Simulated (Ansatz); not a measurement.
# PbF₂ under pressure

Theory: Ansatz, DFT PBE+D3(BJ), scalar-relativistic, plane waves, PAW. Plane waves to 420 eV; Γ-centred k mesh 8×8×8; fixed occupations. No spin polarisation. Phonons by linear response, acoustic sum rule imposed.

Relaxed structure:
```xyz
3
Lattice="0.0000 2.9812 2.9812 2.9812 0.0000 2.9812 2.9812 2.9812 0.0000" Properties=species:S:1:pos:R:3 pbc="T T T"
Pb    0.0000    0.0000    0.0000
F     1.4906    1.4906    1.4906
F     4.4718    4.4718    4.4718
```

Spin–orbit coupling is left out, which matters for heavy elements.

Task: The cell is relaxed again at -3 and 5 and 11 and 20 and 22 and 50 GPa. How do volume, gap and optical modes at Γ (cm⁻¹, counted from the lowest optical one; a degenerate one stands once) change?

Result:
```csv
,0 GPa,-3 GPa,5 GPa,11 GPa,20 GPa,22 GPa,50 GPa
V/V0,1.000,1.050,0.940,0.888,0.832,0.822,0.721
gap (eV),4.42,4.41,4.41,4.37,4.32,4.30,4.02
"ε∞, mean",3.31,3.26,3.38,3.44,3.53,3.55,3.75
mode 1,106,74,141,171,205,211,280
mode 4,244,224,271,298,330,336,408
```

Cost: 7 runs of about 9.4 core-minutes in all, on Arm Neoverse N1 (shared hosts).